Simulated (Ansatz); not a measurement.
Problem. AlPd$_{3}$N (anti-perovskite, Pm-3m) is relaxed with plane-wave PAW r²SCAN (Ansatz code). What lattice parameters of the conventional cell result?

Solution. a = 4.106 Å.

Problem. Is it a metal or does it have a gap at this level?

Solution. No gap at this level.

The start of the workflow was typed in or built on a structure type; neither database checked (COD, Materials Project) lists it. Whether it is the stable phase at ambient conditions was not checked. The r²SCAN relaxation kept the symmetry of its start; whether a distortion lowers the energy is not shown. The run is not spin-polarised. The volume moved by 16 % from the start of the relaxation. Scalar-relativistic: spin–orbit coupling is off unless named, which matters more the heavier the elements.

Potentials: the earlier of the program's two PAW sets. The files were generated under PBE; for other functionals the program regenerates the frozen cores, and for LDA and PBEsol the local potential too.
